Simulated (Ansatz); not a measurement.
Given:

ReC:
Space group Pm-3m (No. 221); a = 2.692 Å, b = 2.692 Å, c = 2.692 Å, α = 90.00°, β = 90.00°, γ = 90.00°

```tsv
atom	site	symmetry	x	y	z
Re	1a	m-3m	0.0000	0.0000	0.0000
C	1b	m-3m	0.5000	0.5000	0.5000
```

This is the PBE-relaxed structure.

**Question.** All from the program Ansatz at the PBE level (PAW), unless another level is named. Give the electronic character.

**Answer.** metallic (no gap).

**Question.** What about the density of states at the Fermi level?

**Answer.** 0.53 states/eV per atom (mean over ±0.08 eV).

**Question.** Predict the formation energy from the elements (no fitted shifts).

**Answer.** 1.08 eV/atom.

**Question.** Give the gap with spin–orbit coupling.

**Answer.** none (metallic).

A made-up cell: these elements were put on the sites of a structure type; neither database checked (COD, Materials Project) lists it. Its standing as an ambient phase is unchecked. Symmetry was held in the PBE relaxation; its stability against distortions is not shown here. The run is not spin-polarised. The references are the lowest solids computed at this level, not always the standard phases. Scalar-relativistic: spin–orbit coupling is off unless named, which matters more the heavier the elements.

Potentials: the later of the program's two PAW sets.
